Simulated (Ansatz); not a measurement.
MnPt$_{2}$: axial (c/a) deformation path

Computed with Ansatz 0.2.0, DFT PBE, scalar-relativistic, plane waves, PAW. The runs took a 420 eV cutoff, a Γ-centred 24×24×8 mesh and Gaussian smearing (0.15 eV). Spin–orbit coupling is left out, which matters for the heavy elements here. Collinear spins, started from moments 4.1, 0.3, 0.3 μB in atom order; the magnetic state may not be the lowest. Energies are free energies at this smearing, counted from the undisturbed cell; pressure is positive in compression.

The starting cell (relaxed at this level; with this scan's settings it stands at -0.1 GPa; it needn't be the usual structure):

```
CELL_PARAMETERS angstrom
2.84605 0.00000 0.00000
-1.42303 2.46475 0.00000
0.00000 0.00000 6.56984
ATOMIC_POSITIONS crystal
Mn 0.00000 0.00000 0.00000
Pt 0.33333 0.66667 0.68359
Pt 0.66667 0.33333 0.31641
```

At fixed volume and fractional coordinates, lengths along (0.000, 0.000, 1.000) are scaled against those across it; ρ is that ratio over its starting value. The cell is metallic on the mesh throughout.

```
    ρ  ΔE (meV/atom)
0.850          112.0
0.920           32.4
1.000            0.0
1.100           36.9
1.200          148.6
```

Q: Predict the moment (μB/cell) at each point.

A:
| ρ | moment (μB/cell) |
| --- | --- |
| 0.850 | 4.20 |
| 0.920 | 4.39 |
| 1.000 | 4.50 |
| 1.100 | 4.28 |
| 1.200 | 4.00 |

Cost: 5 runs of about 4.7 core-minutes in all, on Intel Xeon 6975P-C (Granite Rapids) (shared hosts).